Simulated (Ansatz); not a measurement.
An Ansatz (a quantum-chemistry and plane-wave program) input:

Ansatz 0.2 input:
```yaml
crystal:
  lattice:
    - [0.0, 2.5219014024, 2.5219014024]
    - [2.5219014024, 0.0, 2.5219014024]
    - [2.5219014024, 2.5219014024, 0.0]
  atoms:
    - { symbol: Hf, position: [0.0, 0.0, 0.0] }
    - { symbol: O, position: [0.25, 0.25, 0.25] }
    - { symbol: O, position: [0.75, 0.75, 0.75] }
kpoints:
  mp_grid: { grid: [8, 8, 8] }
  band_path:
    path:
      - [[0.0, 0.0, 0.0], [0.5, 0.0, 0.5], [0.625, 0.25, 0.625]]  # Γ-X-U
      - [[0.375, 0.375, 0.75], [0.0, 0.0, 0.0], [0.5, 0.5, 0.5], [0.5, 0.25, 0.75], [0.5, 0.0, 0.5]]  # K-Γ-L-W-X
      - [VBM, CBM]
    npoints: 12
basis: { xc_grid: 2 }
hamiltonian:
  xc: pbesol
  pseudopotentials: { kind: paw }
magnetization: { noncollinear: true, spin_orbit: true }
scf:
  n_extra_bands: 12
  convergence: { dr2_threshold: 0.0000000001 }
  occupations: { method: gaussian, width: 0.01 }
checkpoint: { write: soc.run }
output: { eigenvalues: true }
```

Task: How many symmetry operations and irreducible k-points will the run report?

Result: 48 operations, 29 of 512 k-points.

Task: With a cutoff of 420 eV, how many plane waves at Γ?

Result: 609.

It took roughly 40 core-seconds on shared server cores.

Space group Fm-3m (fluorite). This is a known high-temperature phase of the composition, computed here at zero pressure and temperature. Symmetry was held in the PBEsol relaxation; its stability against distortions is not shown here. No spin polarisation was allowed.

Potentials: the later of the program's two PAW sets.

Ansatz is a plane-wave DFT program.
